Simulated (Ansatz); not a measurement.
MgTe:
```
CELL_PARAMETERS angstrom
      3.63443     0.00000     0.00000
      0.00000     3.63443     0.00000
      0.00000     0.00000     3.63443
ATOMIC_POSITIONS crystal
  Mg 0.00000 0.00000 0.00000
  Te 0.50000 0.50000 0.50000
```

Relaxed with LDA.

Task: List the phonon frequencies at the special points (DFPT on a 4×4×4 q-mesh, Fourier-interpolated; DFT-LDA in the program Ansatz with PAW potentials).

Result: In cm⁻¹; no LO–TO term at Γ, as the run had none.

```
q            frequencies
-  ---------------------
Γ         0 0 0 82 82 82
X  79i 79i 95 95 106 155
M  163i 59 81 81 124 124
R   65 65 65 144 144 144
```

Space group Pm-3m (CsCl type). A made-up cell: these elements were put on the sites of a structure type; neither database checked (COD, Materials Project) lists it. COD files the formula under space group No. 186, so this cell is another polymorph or a model. Whether it is the stable phase at ambient conditions was not checked. The cell was relaxed with LDA under the symmetry of its start. At this level the phase is dynamically unstable (imaginary phonons). As this level gives no gap, phonon frequencies hold no LO–TO term and depend on the k-mesh and smearing (Fermi–Dirac, 0.1 eV here). Spin–orbit coupling is left out wherever it is not named.

Potentials: the later of the program's two PAW sets.
